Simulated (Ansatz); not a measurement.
KAu5 in space group P6/mmm (No. 191; K on 1a, Au on 2c, Au on 3g), PBE (plane waves, PAW; program Ansatz), all energies at zero smearing, with the estimated change up to a 700 eV cutoff added, with one set of potentials and settings (totals compare only within such a set). Cell of 6 atoms (1 K, 5 Au): -67285.820 eV.

| element | reference phase | E (eV/atom) |
|---|---|---|
| K | Im-3m, 1 atoms in the cell | -1537.7858 |
| Au | Fm-3m, 1 atoms in the cell | -13149.3277 |

Formation energy per atom, worked out: (-67285.820 − 1×(-1537.7858) − 5×(-13149.3277))/6 = -0.233 eV/atom (-22 kJ per mol of atoms), at 0 K, without zero-point energy or fitted corrections.

The first step of the workflow began from a Materials Project structure, measured or hypothetical; the Crystallography Open Database files this formula in space group No. 191, but the cells were not matched. Whether it is the stable phase at ambient conditions was not checked. The cell was relaxed with PBE under the symmetry of its start; its stability against distortions is not shown here. The references are the lowest solids computed at this level, not always the standard phases. Scalar-relativistic: spin–orbit coupling is off unless named, which matters more the heavier the elements.

Potentials: the later of the program's two PAW sets.
